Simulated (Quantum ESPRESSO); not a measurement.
## How shieldings converge in MgO

```yaml
crystal:
  lattice:
    - [0.00000, 2.09700, 2.09700]
    - [2.09700, 0.00000, 2.09700]
    - [2.09700, 2.09700, 0.00000]
  atoms:
    - { symbol: Mg, position: [0.00000, 0.00000, 0.00000] }
    - { symbol: O, position: [0.50000, 0.50000, 0.50000] }
```
Geometry: a computed entry of the Materials Project; it was not checked against measured cells. It is MgO in Fm-3m. Stability against distortions was not tested.

Method: PBE GIPAW on JTH datasets (Quantum ESPRESSO, modified build); kept fixed: cutoff 22.5 Ha. These are absolute shieldings with no macroscopic susceptibility term; δ = σ_ref − σ needs a reference computed alike. No d partial waves on Mg: the paramagnetic term there is incompletely reconstructed. The structure is static (0 K, no zero-point motion).

```csv
k-mesh,σ_iso O (ppm),f-sum rule missed by (%),irreducible k-points
3×3×3 shifted,195.1,0.03,6
4×4×4 shifted,191.2,0.00,10
5×5×5 shifted,189.9,0.00,19
6×6×6 shifted,189.5,0.00,28
7×7×7 shifted,189.5,0.00,44
9×9×9 shifted,189.4,0.00,85
11×11×11 shifted,189.4,0.00,146
```

Largest spread: σ_iso O (ppm) moves over 5.7 across the rows.
